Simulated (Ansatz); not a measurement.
## NaTaO: zone-centre modes

Theory: DFT PBE, scalar-relativistic, plane waves, PAW in Ansatz. Cutoff 420 eV, 12×12×12 k-points (Γ-centred), Gaussian smearing of 0.10 eV. No spin polarisation. Phonons by linear response, acoustic sum rule imposed.

The cell, relaxed at this level:
```yaml
crystal:
  lattice:
    - [1.51303, 0.87355, 11.41379]
    - [-1.51303, 0.87355, 11.41379]
    - [0.00000, -1.74710, 11.41379]
  atoms:
    - { symbol: Na, position: [0.71283, 0.71283, 0.71283] }
    - { symbol: Na, position: [0.28717, 0.28717, 0.28717] }
    - { symbol: Ta, position: [0.86868, 0.86868, 0.86868] }
    - { symbol: Ta, position: [0.13132, 0.13132, 0.13132] }
    - { symbol: O, position: [0.57306, 0.57306, 0.57306] }
    - { symbol: O, position: [0.42694, 0.42694, 0.42694] }
```

The structure comes from a generated guess, relaxed at this level; another structure or a mixture of phases may lie lower. In a metal, frequencies depend on the k mesh and the smearing, soft modes most. Spin–orbit coupling is left out, which matters for heavy elements.

Task: Is this structure stable against zone-centre distortions?

Result: No: 2 of the 15 optical modes are imaginary.

Task: List the optical modes at Γ (i marks imaginary ones).

Result:
```csv
frequency (cm⁻¹),degeneracy
8i,2
111,2
111,2
160,1
188,1
229,1
354,2
364,2
498,1
531,1
```
